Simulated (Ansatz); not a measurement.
All numbers below come from Ansatz, DFT PBE, scalar-relativistic, plane waves, PAW. Settings of the last relaxation (7-atom cell): 420 eV, 10×10×10 k points, Gaussian smearing of 0.10 eV, no spin polarisation.

Energies over the elements count from the elements' standard structures at the same level, with no fitted energy shifts.

Problem. Propose a candidate for a cubic metal made of C and Hf, with a formation energy near −0.06 eV/atom and a density near 13.31 g/cm³, in a cell of 7 atoms.

Solution. Hf4C3, space group I-43m (No. 217). Around Hf lie 3 C at 2.35 Å, 3 C at 2.72 Å and 9 Hf at 3.00–3.13 Å; around C lie 4 Hf at 2.35 Å, 4 Hf at 2.72 Å and 4 C at 2.86 Å.

Space group I-43m (No. 217). a = 5.720 Å, b = 5.720 Å, c = 5.720 Å, α = 90.00°, β = 90.00°, γ = 90.00°
| atom | site | symmetry | x | y | z |
| --- | --- | --- | --- | --- | --- |
| Hf | 8c | .3m | 0.1933 | 0.1933 | 0.1933 |
| C | 6b | -42.m | 0.5000 | 0.0000 | 0.0000 |

| Quantity | Value |
| --- | --- |
| Volume per atom | 13.37 Å³ |
| Density | 13.31 g/cm³ |
| Energy over the elements | −0.06 eV/atom |
| Gap on the 10×10×10 mesh of the 7-atom cell | 0 eV (a metal) |

It was reached by relaxing an invented guess, and it needn't be the stable form of this composition. Other answers may fit too; this one was computed.

These runs have no spin–orbit coupling, which can matter for Hf. The reference form of C is held partly by dispersion forces, which this level lacks. A structure relaxed within its symmetry needn't be a true minimum.
